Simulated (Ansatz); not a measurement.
Input and command of a plane-wave DFT calculation in Ansatz:

```yaml
crystal:
  lattice:
    - [1.42053215, 0.8201446192, 5.3569377334]
    - [-1.42053215, 0.8201446192, 5.3569377334]
    - [0.0, -1.6402892384, 5.3569377334]
  atoms:
    - { symbol: Li, position: [0.0, 0.0, 0.0] }
    - { symbol: Ta, position: [0.5, 0.5, 0.5], spin: 2.5 }
    - { symbol: O, position: [0.2536376216, 0.2536376216, 0.2536376216] }
    - { symbol: O, position: [0.7463623784, 0.7463623784, 0.7463623784] }
basis:
  ecutwfc: 420
kpoints:
  mp_grid: { grid: [18, 18, 18] }
hamiltonian:
  xc: pbesol
  hubbard: { sites: [{ species: Ta, l: d, u_eff: 2.0 }] }
scf:
  occupations: { method: gaussian, width: 0.05 }
output:
  forces: true
  stress: true
  eigenvalues: true
  populations: true
magnetization:
  spin_polarized: true
```

```bash
ansatz run input.yaml --threads 1 --pin off --max-ram 2560MiB --backend cpu --events-out ev --progress --plain --runs-dir out
```

Processor: Arm Neoverse V1, 1 thread, on a host shared with other jobs.

Estimate time, memory and problem size.

About 2 min on 1 thread of Arm Neoverse V1, with other jobs on the host, peak memory 1.2 GiB. It solves 20 bands at 580 k points (the mesh reduced by symmetry) with about 743 plane waves, in 16 SCF iterations.
